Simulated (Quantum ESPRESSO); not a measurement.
pw.x input (Quantum ESPRESSO 7.5; PBEsol, PseudoDojo standard norm-conserving files, fully relativistic):

```
&CONTROL
  calculation = 'scf'
  pseudo_dir = './pseudo'
  outdir = './out'
  tprnfor = .true.
  tstress = .true.
/
&SYSTEM
  ibrav = 0
  nat = 5
  ntyp = 3
  ecutwfc = 72.0
  ecutrho = 288.0
  occupations = 'smearing'
  smearing = 'fd'
  degauss = 0.002
  nbnd = 52
  noncolin = .true.
  lspinorb = .true.
/
&ELECTRONS
  conv_thr = 5e-10
/
ATOMIC_SPECIES
Br 79.9040 Br.upf
Sn 118.7100 Sn.upf
Cs 132.9055 Cs.upf
CELL_PARAMETERS angstrom
  5.839010000000   0.000000000000   0.000000000000
  0.000000000000   5.839010000000   0.000000000000
  0.000000000000   0.000000000000   5.839010000000
ATOMIC_POSITIONS crystal
Br   0.500000000000   0.000000000000   0.500000000000
Br   0.000000000000   0.500000000000   0.500000000000
Br   0.500000000000   0.500000000000   0.000000000000
Sn   0.500000000000   0.500000000000   0.500000000000
Cs   0.000000000000   0.000000000000   0.000000000000
K_POINTS automatic
6 6 6 0 0 0
```

End of the output:

```

[...]
     the Fermi energy is     4.5232 ev
!    total energy              =    -298.76468448 Ry
     estimated scf accuracy    <          6.8E-11 Ry
     smearing contrib. (-TS)   =      -0.00001831 Ry
     internal energy E=F+TS    =    -298.76466617 Ry
     The total energy is F=E-TS. E is the sum of the following terms:
     one-electron contribution =    -120.17040408 Ry
     hartree contribution      =      77.51885417 Ry
     xc contribution           =     -88.18282144 Ry
     ewald contribution        =    -167.93029483 Ry
     convergence has been achieved in   9 iterations
     Forces acting on atoms (cartesian axes, Ry/au):
     atom    1 type  1   force =     0.00000000    0.00000000    0.00000000
     atom    2 type  1   force =     0.00000000    0.00000000    0.00000000
     atom    3 type  1   force =     0.00000000    0.00000000    0.00000000
     atom    4 type  2   force =     0.00000000    0.00000000    0.00000000
     atom    5 type  3   force =     0.00000000    0.00000000    0.00000000
     Total force =     0.000000     Total SCF correction =     0.000000
     Computing stress (Cartesian axis) and pressure
          total   stress  (Ry/bohr**3)                   (kbar)     P=       -8.02
  -0.00005449   0.00000000   0.00000000           -8.02        0.00        0.00
   0.00000000  -0.00005449   0.00000000            0.00       -8.02        0.00
   0.00000000   0.00000000  -0.00005449            0.00        0.00       -8.02
```
In a gapped system the printed Fermi energy is only some level inside the gap.

Geometry of the Materials Project entry, not relaxed at this level.
